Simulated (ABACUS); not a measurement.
Set-up for a self-consistent single point of ZnS (F-43m, 8 atoms in the cell; from Materials Project mp-10695, changed as shown).

```
CELL_PARAMETERS angstrom
      5.49512     0.00000     0.00000
      0.00000     5.49512     0.00000
      0.00000     0.00000     5.49512
ATOMIC_POSITIONS crystal
  Zn 0.00000 0.00000 0.00000
  Zn 0.00000 0.50000 0.50000
  Zn 0.50000 0.00000 0.50000
  Zn 0.50000 0.50000 0.00000
  S  0.25000 0.25000 0.75000
  S  0.25000 0.75000 0.25000
  S  0.75000 0.25000 0.25000
  S  0.75000 0.75000 0.75000
```

Level of theory: PBE, numerical atomic orbitals DZP (confined pseudo-atomic orbitals with Gaussian additions; energy shift 0.01 Ry), PseudoDojo 0.5 standard norm-conserving PBE (tails mended) pseudopotentials (ABACUS).

ABACUS settings:

* **basis**: DZP numerical atomic orbitals, energy shift 0.01 Ry
* **KPT**: Gamma 4 4 4 0 0 0
* **basis_type**: lcao
* **ecutwfc**: 100 Ry
* **smearing_method**: fd
* **smearing_sigma**: 0.000734986 Ry
* **potentials**: PseudoDojo 0.5 standard norm-conserving PBE (tails mended)
* **symmetry**: 1
* **symmetry_prec**: 1e-05
* **ks_solver**: genelpa
* **scf_nmax**: 100
* **scf_thr**: 1.0e-07
* **mixing_type**: pulay

Results:

* **Number of valence electrons**: 104
* **Number of bands**: 63
* **Number of k-points after the program's reduction**: 10
* **Size of the basis**: 156
* **Number of SCF iterations**: 9
* **Free energy E − TS**: -23955.3294 eV
* **Top of the valence band (on the code's own zero)**: 6.61 eV
* **Gap on the k-point mesh**: 2.12 eV
* **Pressure**: -1.17 GPa

Stress (GPa, positive for compression):
```
-1.17   0.00   0.00
 0.00  -1.17   0.00
 0.00   0.00  -1.17
```

The gap is read on the k-point mesh of the run and can differ from the gap over the whole zone at this level.

For comparison: a first run was changed to give this one (lattice scaled by 1.02), and from it to this one the free energy falls by 6.7 meV/atom, the pressure goes from 3.21 to -1.17 GPa and the gap on the mesh goes from 2.416 to 2.117 eV.

The atom-centred basis is finite, which shifts total energies, pressures and gaps against plane waves. The structure comes from a collection of computed structures, made at another level of theory; the collection holds predicted forms beside known ones.

Cost on one core: about 26 core-seconds (a rough figure).

The atomic orbitals were generated for these runs; they are not ABACUS's published sets and were checked against plane waves on a few crystals only.

“Tails mended”: in these copies of the files the far tail of each local potential was reset to the Coulomb form.
